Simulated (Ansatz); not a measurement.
The relaxed structure here is a generated cell of Mg: the first start was made by placing the elements on the sites of a structure type, and the end was not matched to a known phase here, so it may be hypothetical. Known forms of Mg include space group No. 194.

A relaxed cell of Mg (Im-3m (No. 229)), relaxed on a k-mesh at least as fine as the one used below. These are r2SCAN (plane waves to 500 eV, PAW, scalar-relativistic; Ansatz, an electronic-structure program) values and carry that method's errors. Γ-centred k-mesh 13×13×7 on the run's cell (coarser than for final values), Fermi–Dirac smearing 0.05 eV.

```yaml
crystal:
  lattice:
    - [-1.78013, 1.78013, 1.78013]
    - [1.78013, -1.78013, 1.78013]
    - [3.56026, 3.56026, -3.56026]
  atoms:
    - { symbol: Mg, position: [0.00000, 0.00000, 0.00000] }
    - { symbol: Mg, position: [0.00000, 0.00000, 0.50000] }
```

The atoms are displaced by (Å):

| atom | ux | uy | uz |
|---|---|---|---|
| Mg1 | -0.028 | -0.064 | -0.107 |
| Mg2 | -0.068 | 0.001 | 0.053 |

**Question.** What forces (eV/Å) and pressure result?

**Answer.** 
```tsv
atom	Fx	Fy	Fz
Mg1	0.04	0.04	0.27
Mg2	-0.04	-0.04	-0.27
```

Pressure +0.1 GPa.

The undisplaced cell is probably no minimum: from this displacement the run went on to P6₃/mmc (No. 194), 0.03 eV/atom below it.

No spin polarisation in the result.
